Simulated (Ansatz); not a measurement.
**Structures of PtC: which is lowest?**

Plane-wave DFT in Ansatz with scalar-relativistic PAW potentials, cutoff 420 eV, Γ-centred meshes chosen by cell and gap, Gaussian smearing with energies taken to zero width. Every cell was relaxed (cell and atoms) in a run of its own, within the symmetry of its start. Functional: PBE.

Relaxed structures (starts from databases or built by putting these elements on another compound's sites):
A. P6_3mc, 4 atoms in the computed cell, a = 3.224 Å, c = 5.846 Å; sites (symmetry × multiplicity) Pt 3m. × 2, C 3m. × 2; start: built
B. Fm-3m, 2 atoms in the computed cell, a = 4.466 Å; sites (symmetry × multiplicity) Pt m-3m × 4, C m-3m × 4; start: built
C. F-43m, 2 atoms in the computed cell, a = 4.718 Å; sites (symmetry × multiplicity) Pt -43m × 4, C -43m × 4; start: built

**Question.** Rank them by energy. Could pressure change the order?

**Answer.**
```tsv
structure	group	E − E(lowest) (meV/atom)	V (Å³/atom)	gap on mesh (eV)
C	F-43m	0.0	13.13	0.00
A	P6_3mc	48	13.15	0.00
B	Fm-3m	578	11.14	0.00
```

C is lowest, 48 meV/atom under A. B is denser by 1.99 Å³/atom, so pressure favours it: ΔE/ΔV, with ΔE in eV and 1 eV/Å³ = 160.2 GPa, gives about 46 GPa for equal enthalpy if both cells were rigid; at such pressures compression changes ΔV much, so this is a scale only. Other structures may lie lower than all of these, and vibrations aren't counted.

Spin-orbit coupling is left out, which matters for the bands of heavy elements.